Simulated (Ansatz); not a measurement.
Ansatz (a program for electronic structure) input:

Ansatz 0.2 input:
```yaml
crystal:
  lattice:
    - [2.9588755169, 0.0, 0.0]
    - [-1.4794377584, 2.5624613642, 0.0]
    - [0.0, 0.0, 7.2122088922]
  atoms:
    - { symbol: Mg, position: [0.3333333333, 0.6666666667, 0.6662366629] }
    - { symbol: Mg, position: [0.6666666667, 0.3333333333, 0.3337633371] }
    - { symbol: Zn, position: [0.0, 0.0, 0.0] }
    - { symbol: O, position: [0.3333333333, 0.6666666667, 0.1711797639] }
    - { symbol: O, position: [0.6666666667, 0.3333333333, 0.8288202361] }
    - { symbol: O, position: [0.0, 0.0, 0.5] }
kpoints:
  mp_grid: { grid: [11, 11, 4] }
hamiltonian:
  xc: lda
  pseudopotentials: { kind: paw }
scf:
  occupations: { method: fixed }
elastic: { mode: relaxed_ion, stencil: two_point, amplitude: 0.005, f_tol: 0.0005 }
```

Output (shortened):

```
Pseudopotential: Mg, paw, valence charge 10
Pseudopotential: Zn, paw, valence charge 12
Pseudopotential: O, paw, valence charge 6
Functional definition: SPW92
Crystal: 6 atoms, lattice volume = 54.683 Å³
Basis set: ecut = 420 eV, 1057 PW (Γ)
Bands: 31, of which v1, the nominal top of the filled ones, is band 25 counted from 1 (24 counted from 0)
Symmetry: 12 space group operations
Space group: P-3m1 (ITA 164), of the structure as read, at distance tolerance 3.8e-5 Å
k-points: 58 of 484
SCF 1 converged in 14 iterations: F = -8721.892080 eV  dr2 = 1.56e-14
Crystal: 6 atoms, lattice volume = 54.410 Å³
Symmetry: 4 space group operations
k-points: 138 of 484
SCF 2 converged in 15 iterations: F = -8721.890594 eV  dr2 = 1.26e-14
relax step   1: F+E_penalty+E_count = -8721.89059429 eV  Δ(F+E_penalty+E_count) = +0.000e0 eV  max|allowed force component| = 1.010e-2 eV/Å  Δτ_max = 0.0000 Å  (15 SCF iters, accepted)
Crystal: 6 atoms, lattice volume = 54.410 Å³
SCF 3 converged in 9 iterations: F = -8721.890604 eV  dr2 = 7.15e-15
relax step   2: F+E_penalty+E_count = -8721.89060438 eV  Δ(F+E_penalty+E_count) = -1.009e-5 eV  max|allowed force component| = 4.759e-3 eV/Å  Δτ_max = 0.0005 Å  (9 SCF iters, accepted)
Crystal: 6 atoms, lattice volume = 54.410 Å³
SCF 4 converged in 9 iterations: F = -8721.890609 eV  dr2 = 2.14e-14
relax step   3: F+E_penalty+E_count = -8721.89060861 eV  Δ(F+E_penalty+E_count) = -4.237e-6 eV  max|allowed force component| = 2.758e-3 eV/Å  Δτ_max = 0.0005 Å  (9 SCF iters, accepted)
Crystal: 6 atoms, lattice volume = 54.410 Å³
SCF 5 converged in 8 iterations: F = -8721.890610 eV  dr2 = 8.86e-14
relax step   4: F+E_penalty+E_count = -8721.89061010 eV  Δ(F+E_penalty+E_count) = -1.486e-6 eV  max|allowed force component| = 3.829e-4 eV/Å  Δτ_max = 0.0006 Å  (8 SCF iters, accepted)
Crystal: 6 atoms, lattice volume = 54.410 Å³
SCF 6 converged in 2 iterations: F = -8721.890610 eV  dr2 = 1.03e-14
Crystal: 6 atoms, lattice volume = 54.956 Å³
SCF 7 converged in 13 iterations: F = -8721.890612 eV  dr2 = 5.32e-14
relax step   1: F+E_penalty+E_count = -8721.89061243 eV  Δ(F+E_penalty+E_count) = +0.000e0 eV  max|allowed force component| = 1.030e-2 eV/Å  Δτ_max = 0.0000 Å  (13 SCF iters, accepted)
Crystal: 6 atoms, lattice volume = 54.956 Å³
SCF 8 converged in 9 iterations: F = -8721.890629 eV  dr2 = 6.27e-14
relax step   2: F+E_penalty+E_count = -8721.89062909 eV  Δ(F+E_penalty+E_count) = -1.666e-5 eV  max|allowed force component| = 1.318e-3 eV/Å  Δτ_max = 0.0012 Å  (9 SCF iters, accepted)
Crystal: 6 atoms, lattice volume = 54.956 Å³
SCF 9 converged in 8 iterations: F = -8721.890629 eV  dr2 = 4.25e-14
relax step   3: F+E_penalty+E_count = -8721.89062919 eV  Δ(F+E_penalty+E_count) = -1.038e-7 eV  max|allowed force component| = 8.577e-4 eV/Å  Δτ_max = 0.0001 Å  (8 SCF iters, accepted)
Crystal: 6 atoms, lattice volume = 54.956 Å³
SCF 10 converged in 7 iterations: F = -8721.890629 eV  dr2 = 3.88e-14
relax step   4: F+E_penalty+E_count = -8721.89062923 eV  Δ(F+E_penalty+E_count) = -3.751e-8 eV  max|allowed force component| = 7.631e-5 eV/Å  Δτ_max = 0.0000 Å  (7 SCF iters, accepted)
Crystal: 6 atoms, lattice volume = 54.956 Å³
SCF 11 converged in 2 iterations: F = -8721.890629 eV  dr2 = 1.04e-14
Crystal: 6 atoms, lattice volume = 54.410 Å³
Basis set: ecut = 420 eV, 1043 PW (Γ)
SCF 12 converged in 14 iterations: F = -8721.890636 eV  dr2 = 4.56e-14
relax step   1: F+E_penalty+E_count = -8721.89063608 eV  Δ(F+E_penalty+E_count) = +0.000e0 eV  max|allowed force component| = 4.601e-3 eV/Å  Δτ_max = 0.0000 Å  (14 SCF iters, accepted)
Crystal: 6 atoms, lattice volume = 54.410 Å³
SCF 13 converged in 8 iterations: F = -8721.890637 eV  dr2 = 4.68e-14
relax step   2: F+E_penalty+E_count = -8721.89063683 eV  Δ(F+E_penalty+E_count) = -7.575e-7 eV  max|allowed force component| = 1.766e-3 eV/Å  Δτ_max = 0.0001 Å  (8 SCF iters, accepted)
Crystal: 6 atoms, lattice volume = 54.410 Å³
SCF 14 converged in 7 iterations: F = -8721.890637 eV  dr2 = 6.04e-14
relax step   3: F+E_penalty+E_count = -8721.89063696 eV  Δ(F+E_penalty+E_count) = -1.303e-7 eV  max|allowed force component| = 1.694e-4 eV/Å  Δτ_max = 0.0001 Å  (7 SCF iters, accepted)
Crystal: 6 atoms, lattice volume = 54.410 Å³
SCF 15 converged in 2 iterations: F = -8721.890637 eV  dr2 = 2.95e-14
Crystal: 6 atoms, lattice volume = 54.956 Å³
SCF 16 converged in 13 iterations: F = -8721.890503 eV  dr2 = 1.12e-14
relax step   1: F+E_penalty+E_count = -8721.89050344 eV  Δ(F+E_penalty+E_count) = +0.000e0 eV  max|allowed force component| = 4.415e-3 eV/Å  Δτ_max = 0.0000 Å  (13 SCF iters, accepted)
Crystal: 6 atoms, lattice volume = 54.956 Å³
SCF 17 converged in 9 iterations: F = -8721.890504 eV  dr2 = 2.52e-15
relax step   2: F+E_penalty+E_count = -8721.89050426 eV  Δ(F+E_penalty+E_count) = -8.276e-7 eV  max|allowed force component| = 7.744e-5 eV/Å  Δτ_max = 0.0002 Å  (9 SCF iters, accepted)
Crystal: 6 atoms, lattice volume = 54.956 Å³
SCF 18 converged in 2 iterations: F = -8721.890504 eV  dr2 = 9.94e-16
Crystal: 6 atoms, lattice volume = 54.683 Å³
SCF 19 converged in 11 iterations: F = -8721.891635 eV  dr2 = 4.53e-14
relax step   1: F+E_penalty+E_count = -8721.89163492 eV  Δ(F+E_penalty+E_count) = +0.000e0 eV  max|allowed force component| = 1.573e-2 eV/Å  Δτ_max = 0.0000 Å  (11 SCF iters, accepted)
Crystal: 6 atoms, lattice volume = 54.683 Å³
SCF 20 converged in 8 iterations: F = -8721.891652 eV  dr2 = 3.53e-14
relax step   2: F+E_penalty+E_count = -8721.89165213 eV  Δ(F+E_penalty+E_count) = -1.721e-5 eV  max|allowed force component| = 1.345e-2 eV/Å  Δτ_max = 0.0006 Å  (8 SCF iters, accepted)
Crystal: 6 atoms, lattice volume = 54.683 Å³
SCF 21 converged in 9 iterations: F = -8721.891696 eV  dr2 = 3.93e-14
relax step   3: F+E_penalty+E_count = -8721.89169606 eV  Δ(F+E_penalty+E_count) = -4.392e-5 eV  max|allowed force component| = 1.449e-3 eV/Å  Δτ_max = 0.0034 Å  (9 SCF iters, accepted)
Crystal: 6 atoms, lattice volume = 54.683 Å³
SCF 22 converged in 9 iterations: F = -8721.891695 eV  dr2 = 4.87e-15
relax step   4: F+E_penalty+E_count = -8721.89169521 eV  Δ(F+E_penalty+E_count) = +8.464e-7 eV  max|allowed force component| = 2.979e-3 eV/Å  Δτ_max = 0.0004 Å  (9 SCF iters, rejected (line search))
Crystal: 6 atoms, lattice volume = 54.683 Å³
SCF 23 converged in 8 iterations: F = -8721.891696 eV  dr2 = 3.11e-14
relax step   5: F+E_penalty+E_count = -8721.89169632 eV  Δ(F+E_penalty+E_count) = -2.634e-7 eV  max|allowed force component| = 1.613e-5 eV/Å  Δτ_max = 0.0001 Å  (8 SCF iters, accepted)
Crystal: 6 atoms, lattice volume = 54.683 Å³
SCF 24 converged in 2 iterations: F = -8721.891696 eV  dr2 = 1.42e-14
Crystal: 6 atoms, lattice volume = 54.683 Å³
SCF 25 converged in 11 iterations: F = -8721.891635 eV  dr2 = 5.80e-14
relax step   1: F+E_penalty+E_count = -8721.89163522 eV  Δ(F+E_penalty+E_count) = +0.000e0 eV  max|allowed force component| = 1.547e-2 eV/Å  Δτ_max = 0.0000 Å  (11 SCF iters, accepted)
Crystal: 6 atoms, lattice volume = 54.683 Å³
SCF 26 converged in 10 iterations: F = -8721.891695 eV  dr2 = 9.82e-15
relax step   2: F+E_penalty+E_count = -8721.89169495 eV  Δ(F+E_penalty+E_count) = -5.973e-5 eV  max|allowed force component| = 1.436e-3 eV/Å  Δτ_max = 0.0039 Å  (10 SCF iters, accepted)
Crystal: 6 atoms, lattice volume = 54.683 Å³
SCF 27 converged in 8 iterations: F = -8721.891695 eV  dr2 = 1.49e-14
relax step   3: F+E_penalty+E_count = -8721.89169510 eV  Δ(F+E_penalty+E_count) = -1.455e-7 eV  max|allowed force component| = 3.229e-4 eV/Å  Δτ_max = 0.0001 Å  (8 SCF iters, accepted)
Crystal: 6 atoms, lattice volume = 54.683 Å³
SCF 28 converged in 2 iterations: F = -8721.891695 eV  dr2 = 7.18e-15
SCF converged after 14 iterations
Free energy (F): -8721.892080 eV
Harris-Foulkes:  -8721.892080 eV  (|F-HF|=1.82e-12)
Internal energy: -8721.892080 eV  (E = F + TS)
E sigma→0 (E₀):  -8721.892080 eV
Fermi energy:    9.097004 eV
--- Per-component energies (eV) ---
  E_band       = -491.291738
  E_kinetic    = 818.664644
  E_local      = -4850.678939  (includes V_loc(G=0)·N_el)
  E_nonlocal   = 965.631319
  E_hartree    = 1782.165893
  E_xc         = -415.638168
  E_vxc        = -414.902701  (∫ρ·V_xc dr)
  E_paw        = -2745.885914  (= ΣΔE_a)
  E_vpaw       = -574.345094  (= ΣTr[D̂ρ^β])
  E_aug_tail   = 0.007244  (compensation charges beyond the density's cutoff)
  E_ewald      = -4278.307024
  E_core_change = 2.148864  (= ΣΔE_core)
  E_smearing   =  0.000000  (= −TS)
  E_closure    = 0.000000  (closes the sum)
  Σ components = -8721.892080   (vs F -8721.892080, Δ=0.00e0)
--- Forces (eV/Å), atoms counted from 1 ---
  atom   1  Mg     0.00000000     0.00000000     0.00007563
  atom   2  Mg     0.00000000     0.00000000    -0.00007563
  atom   3  Zn     0.00000000     0.00000000     0.00000000
  atom   4  O      0.00000000     0.00000000    -0.00019011
  atom   5  O      0.00000000     0.00000000     0.00019011
  atom   6  O      0.00000000     0.00000000     0.00000000
  max |Σ_I F_I| component: 9.25e-18 eV/Å
--- Stress (GPa, compression-positive) ---
        0.001724       0.000000       0.000000
        0.000000       0.001724       0.000000
        0.000000       0.000000      -0.003799
  P = ⅓ Tr σ = -0.0001 GPa (-0.001 kbar)
--- Band table (eV; the first three rows and the last of 58) ---
  k-point 0: bands = ["-62.7313", "-62.7257", "-30.2088", "-30.1577", "-30.1374", "-30.1374", "-30.1322", "-30.1322", "-8.7667", "-7.7542", "-7.5077", "3.1666", "4.1290", "4.1290", "4.8182", "4.8715", "4.8715", "5.6858", "7.9680", "7.9680", "8.5004", …
  k-point 1: bands = ["-62.7313", "-62.7257", "-30.2087", "-30.1578", "-30.1374", "-30.1374", "-30.1322", "-30.1322", "-8.6884", "-8.0398", "-7.2901", "2.9400", "4.1285", "4.1285", "4.8714", "4.8714", "5.0734", "5.9717", "7.9749", "8.0299", "8.0299", …
  k-point 2: bands = ["-62.7313", "-62.7257", "-30.2086", "-30.1579", "-30.1374", "-30.1374", "-30.1322", "-30.1322", "-8.5441", "-8.2928", "-7.1711", "2.7646", "4.1280", "4.1280", "4.8713", "4.8713", "5.1971", "6.8785", "6.9390", "8.1681", "8.1681", …
  k-point 57: bands = ["-62.7210", "-62.7205", "-30.2007", "-30.1944", "-30.1859", "-30.1730", "-30.1609", "-30.1572", "-7.1456", "-7.1141", "-6.7832", "3.4251", "3.7170", "3.9768", "4.2699", "4.4474", "5.2634", "5.4678", "5.5144", "5.7418", "6.6683", …
--- Elastic constants: 3 strain directions × 2 members + reference (group order 12) ---
  dense FFT box of the reference and of every strained cell: 20×20×50
  strains applied: 11, 33, 23; error gains …
  C = ∂σ_k/∂η_j (tension-positive GPa; Voigt order 11 22 33 23 13 12):
       343.293    107.689     97.888     22.257      0.000      0.000
       107.689    343.293     97.888    -22.257      0.000      0.000
        97.891     97.891    353.809      0.000      0.000      0.000
        22.253    -22.253      0.000     88.827      0.000      0.000
         0.000      0.000      0.000      0.000     88.827     22.253
         0.000      0.000      0.000      0.000     22.257    117.802
  reference stress σ⁰ (GPa):     -0.002     -0.002      0.004      0.000      0.000      0.000
  moduli (Voigt/Reuss/Hill, GPa): K = 183.04/183.04/183.04   G = 108.22/101.47/104.84   E = 264.10   ν = 0.260
  mechanically stable: yes (min eigenvalue of sym C = 76.76 GPa)
  strain η (Voigt 11):  stress-route row diagonal C_11 = 343.29 GPa, energy-path curvature d²(F+E_count+ΔE)/dδ²/Ω₀ = 343.20 GPa
         δ    σ_11 (GPa)             F (eV)   n_scf  n_hpsi   n_pw
    -5.000e-3      -1.7463       -8721.8906101       2   34464   1088   relax 4 steps, max|allowed force component| 3.83e-4 eV/Å
     5.000e-3       1.6866       -8721.8906292       2   34544   1100   relax 4 steps, max|allowed force component| 7.63e-5 eV/Å
  strain η (Voigt 33):  stress-route row diagonal C_33 = 353.81 GPa, energy-path curvature d²(F+E_count+ΔE)/dδ²/Ω₀ = 353.34 GPa
         δ    σ_33 (GPa)             F (eV)   n_scf  n_hpsi   n_pw
    -5.000e-3      -1.7764       -8721.8906370       2   14366   1086   relax 3 steps, max|allowed force component| 1.69e-4 eV/Å
     5.000e-3       1.7617       -8721.8905043       2   14220   1096   relax 2 steps, max|allowed force component| 7.74e-5 eV/Å
  strain η (Voigt 23):  stress-route row diagonal C_44 = 88.83 GPa, energy-path curvature d²(F+E_count+ΔE)/dδ²/Ω₀ = 88.78 GPa
         δ    σ_23 (GPa)             F (eV)   n_scf  n_hpsi   n_pw
    -5.000e-3      -0.4435       -8721.8916963       2   34535   1092   relax 5 steps, max|allowed force component| 1.61e-5 eV/Å
     5.000e-3       0.4447       -8721.8916951       2   34164   1092   relax 3 steps, max|allowed force component| 3.23e-4 eV/Å
```

Cost: roughly 2.4 core-minutes on shared cores.

The first step of the workflow began from a Materials Project structure, measured or hypothetical; the Crystallography Open Database copy checked does not list it. With Mg and Zn taken as one species the cell has the higher symmetry Fm-3m, so it may be an ordered model of a mixed-site phase. Its standing as an ambient phase is unchecked. The cell was relaxed with LDA under the symmetry of its start; phonons on a q-mesh show no instability.

Potentials: the later of the program's two PAW sets.

Ansatz is a plane-wave DFT program.
